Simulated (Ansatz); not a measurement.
Here is the system:

Starting cell, SiO2 (rutile):

```xyz
6
Lattice="4.2359 0.0000 0.0000 0.0000 4.2359 0.0000 0.0000 0.0000 2.6899" Properties=species:S:1:pos:R:3 pbc="T T T"
Si     2.1179     2.1179     1.3450
Si     0.0000     0.0000     0.0000
O      3.4183     3.4183     1.3450
O      1.3004     2.9355     0.0000
O      2.9355     1.3004     0.0000
O      0.8176     0.8176     1.3450
```

A phonon eigenvector at Γ is frozen into this cell: atom i moves by Q times the vector below, so Q is the largest atomic displacement, in Å. The cell is held.

| atom | x | y | z |
|---|---|---|---|
| Si1 | 0.000 | 0.000 | 0.495 |
| Si2 | 0.000 | 0.000 | -0.495 |
| O3 | 0.000 | 0.000 | 1.000 |
| O4 | 0.000 | 0.000 | -1.000 |
| O5 | 0.000 | 0.000 | -1.000 |
| O6 | 0.000 | 0.000 | 1.000 |

All values below come from PBE (plane waves to 420 eV, PAW, scalar-relativistic; Ansatz, a first-principles code). k mesh 8×8×12 (Γ-centred), Fermi-Dirac smearing 0.05 eV. The energy includes the smearing's −TS. SiO2 was relaxed with its symmetry unable to fall. The PAW data are Ansatz's earlier set. The zero of ΔE is the undisplaced structure.

The scan covers Q from -0.180 to 0.180 Å in 13 points.

Task: Which space group does the distorted structure have?

Result: P-42_1m (No. 113), lowered from P4_2/mnm.

Task: Is the energy the same for equal positive and negative displacements?

Result: Even: the same for both signs.

Task: Is this a single well or a double well?

Result: A single well with its minimum at or next to zero displacement.

Task: What is the energy change at Q = 0.180 Å?

Result: 2454 meV/cell.

Task: What harmonic wavenumber does the curvature at Q = 0 give?

Result: 723 cm⁻¹.

(A displaced cell: forces are minus the slopes of the energy, force constants its curvatures, and phonons follow from these.)
